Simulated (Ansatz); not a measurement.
Phonons of a relaxed structure of C by density-functional perturbation theory (low response-accuracy setting, no LO–TO term) at Γ and zone-boundary points with q components 0 or ½ of the primitive reciprocal vectors. Level of theory: r2SCAN (plane waves to 500 eV, PAW, scalar-relativistic; Ansatz, an electronic-structure program). Γ-centred k-mesh 18×18×18, Fermi–Dirac smearing 0.05 eV.

```
CELL_PARAMETERS angstrom
      0.00000     1.78015     1.78015
      1.78015     0.00000     1.78015
      1.78015     1.78015     0.00000
ATOMIC_POSITIONS crystal
  C  0.25000 0.25000 0.25000
  C  0.00000 0.00000 0.00000
```

Space group Fd-3m (No. 227), diamond type.

| q | wavenumbers (cm⁻¹; i marks imaginary) |
|---|---|
| Γ | 0 (×3), 1324 (×3) |
| L (½, 0, 0) | 561 (×2), 1059, 1221 (×2), 1284 |
| X (½, ½, 0) | 802 (×2), 1076 (×2), 1224 (×2) |

No instability shows at these points (nothing beyond 15i cm⁻¹, the threshold used here). Other wavevectors were not sampled, so this does not prove stability.

No spin polarisation in the result.
